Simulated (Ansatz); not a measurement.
Relaxed-ion elastic tensor of Si2Mo (MoSi2 or CaC2 type, I4/mmm) in GPa (Voigt order), r²SCAN (plane waves, PAW; program Ansatz); density 6.30 g/cm³, 13.36 Å³ per atom.

```
 418   114  93.5   0.0   0.0   0.0
 114   418  93.5   0.0   0.0   0.0
93.5  93.5   537   0.0   0.0   0.0
 0.0   0.0   0.0   213   0.0   0.0
 0.0   0.0   0.0   0.0   213   0.0
 0.0   0.0   0.0   0.0   0.0   204
```

Task: Is the crystal mechanically stable?

Result: Yes: the smallest eigenvalue of C is 204 GPa.

Task: Work out the Voigt, Reuss and Hill averages.

Result: K_V = 219, K_R = 218, K_H = 218; G_V = 197, G_R = 194, G_H = 196 GPa.

Task: Give Young's modulus, Poisson's ratio, Pugh's ratio and the universal anisotropy index.

Result: E = 9KG/(3K + G) = 452 GPa; ν = 0.16; K/G = 1.12 (brittle by the Pugh limit of 1.75); A_U = 5G_V/G_R + K_V/K_R − 6 = 0.10.

Task: Estimate the sound speeds and the Debye temperature.

Result: v_l = √((K + 4G/3)/ρ) = 8720 m/s, v_t = √(G/ρ) = 5570 m/s, mean 6120 m/s; Θ = (h/k)(3n/4πV)^(1/3) v_m = 768 K.

Task: How much does each axis shrink under pressure?

Result: Linear compressibilities β_i = Σ_j S_ij (j = 1 to 3): x 1.7, y 1.7, z 1.3 per TPa.

The r²SCAN relaxation kept the symmetry of its start; of distortions, only those at the zone centre were tested. No spin polarisation was allowed. As this level gives no gap, shear constants depend on the k-mesh and smearing (Fermi–Dirac, 0.1 eV here).

Potentials: the earlier of the program's two PAW sets.
